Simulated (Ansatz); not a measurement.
SiRu:
```yaml
crystal:
  lattice:
    - [4.70472, 0.00000, 0.00000]
    - [0.00000, 4.70472, 0.00000]
    - [0.00000, 0.00000, 4.70472]
  atoms:
    - { symbol: Ru, position: [0.12943, 0.12943, 0.12943] }
    - { symbol: Ru, position: [0.62943, 0.37057, 0.87057] }
    - { symbol: Ru, position: [0.87057, 0.62943, 0.37057] }
    - { symbol: Ru, position: [0.37057, 0.87057, 0.62943] }
    - { symbol: Si, position: [0.83758, 0.83758, 0.83758] }
    - { symbol: Si, position: [0.33758, 0.66242, 0.16242] }
    - { symbol: Si, position: [0.16242, 0.33758, 0.66242] }
    - { symbol: Si, position: [0.66242, 0.16242, 0.33758] }
```

DFT-r²SCAN in the program Ansatz with PAW potentials gives a gap of 0.29 eV without spin–orbit coupling, maximum on the Γ–X line, 47 % of the way from Γ, minimum off the standard path, at k = (0.000, 0.208, 0.315).

Task: What happens when spin–orbit coupling is switched on?

Result: The gap decreases by 0.07 eV, to 0.22 eV; maximum on the Γ–X line, 46 % of the way from Γ, minimum off the standard path, at k = (0.000, 0.333, 0.193).

Space group P2_13. The cell was relaxed with r²SCAN under the symmetry of its start. No spin polarisation was allowed.

Potentials: the later of the program's two PAW sets.
